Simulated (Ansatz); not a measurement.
## Two-dimensional strain map in Ba

These are results of DFT LDA, scalar-relativistic, plane waves, PAW in Ansatz 0.2.0, not measurements. Cutoff 420 eV, Γ-centred 14×14×14 k-points, Gaussian smearing of 0.15 eV. No spin polarisation. Energies are free energies at this smearing, counted from the undisturbed cell; pressure is positive in compression.

The starting cell (as given, not relaxed at this level; it stands at -1.2 GPa):

```xyz
1
Lattice="-2.5000 2.5000 2.5000 2.5000 -2.5000 2.5000 2.5000 2.5000 -2.5000" Properties=species:S:1:pos:R:3 pbc="T T T"
Ba    0.0000    0.0000    0.0000
```

The cell is strained by p along both x and y and by q along z, fractional coordinates fixed. Points are written (p, q).

Energy above the undisturbed cell in meV/atom (a dash: not computed):

```
 p \ q  -0.080  -0.040  0.000  0.040  0.080
-0.080   -19.0   -29.9  -32.6  -29.1  -21.2
-0.040   -35.3       –  -28.2      –    2.8
 0.000   -24.9   -16.2    0.0   21.8   47.7
 0.040     7.5       –   47.6      –  109.8
 0.080    57.9    80.6  110.7  146.2  185.3
```

Pressure in GPa:

| p \ q | -0.080 | -0.040 | 0.000 | 0.040 | 0.080 |
| --- | --- | --- | --- | --- | --- |
| -0.080 | 1.2 | 0.6 | 0.2 | -0.2 | -0.5 |
| -0.040 | 0.2 | – | -0.6 | – | -1.2 |
| 0.000 | -0.6 | -1.0 | -1.2 | -1.5 | -1.7 |
| 0.040 | -1.2 | – | -1.7 | – | -2.0 |
| 0.080 | -1.6 | -1.8 | -2.0 | -2.1 | -2.2 |